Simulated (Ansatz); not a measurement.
CrI$_{3}$ (BiI3 type, space group R-3)

```xyz
8
Lattice="3.4089 1.9681 6.4919 -3.4089 1.9681 6.4919 0.0000 -3.9363 6.4919" Properties=species:S:1:pos:R:3 pbc="T T T"
Cr     0.0000     0.0000     6.5020
Cr     0.0000     0.0000    12.9737
I     -2.2279    -0.0955     8.0462
I      1.1967    -1.8817     8.0462
I      1.0312     1.9772     8.0462
I      2.2279     0.0955    11.4295
I     -1.1967     1.8817    11.4295
I     -1.0312    -1.9772    11.4295
```

The volume is varied about the relaxed value V₀ at fixed cell shape. The atoms relax within the cell's symmetry.

Computed with PBE-D3(BJ) (plane waves to 420 eV, PAW, scalar-relativistic; Ansatz, a program for electronic structure). k mesh 6×6×6 (Γ-centred), Fermi-Dirac smearing 0.05 eV. Energies are smeared free energies. Stress and pressure are positive under compression. With the shape held, the modulus is that of even scaling; a crystal free to change shape is softer. CrI3 was relaxed with its symmetry unable to fall. Relaxed CrI3 ends ferromagnetic. Spin-orbit coupling is left out, though I is heavy. The PAW data are Ansatz's earlier set. Other magnetic orders were not checked, so this need not be the ground state. ΔE is measured from the relaxed starting cell.

```tsv
V (Å³/atom)	ΔE (meV/atom)	P (GPa)	moment (μB/cell)
30.707	8.0	1.4	6.00
31.033	5.4	1.1	6.00
31.360	3.4	0.9	6.00
31.687	1.9	0.6	6.00
32.013	0.8	0.4	6.00
32.340	0.2	0.2	6.00
32.667	0.0	0.0	6.00
32.993	0.2	-0.2	6.00
33.320	0.7	-0.4	6.00
33.647	1.6	-0.5	6.00
33.973	2.8	-0.7	6.00
34.300	4.3	-0.8	6.00
34.627	6.0	-0.9	6.00
```

Summary:

```yaml
pressure_at_the_smallest_volume: 1.4 GPa
energy_cost_of_the_largest_compression: 8.0 meV/atom
energy_cost_of_the_largest_expansion: 6.0 meV/atom
Bulk modulus at fixed cell shape B₀ (third-order Birch-Murnaghan fit): 18.9 GPa
Pressure derivative B₀′ (fit): 5.9
equilibrium_volume_of_the_fit: 32.67 Å³/atom
Pressure for 5 % compression (fit): 1.1 GPa
```

(A scan under strain: stresses follow from slopes of the energy per volume, elastic moduli from its curvatures.)
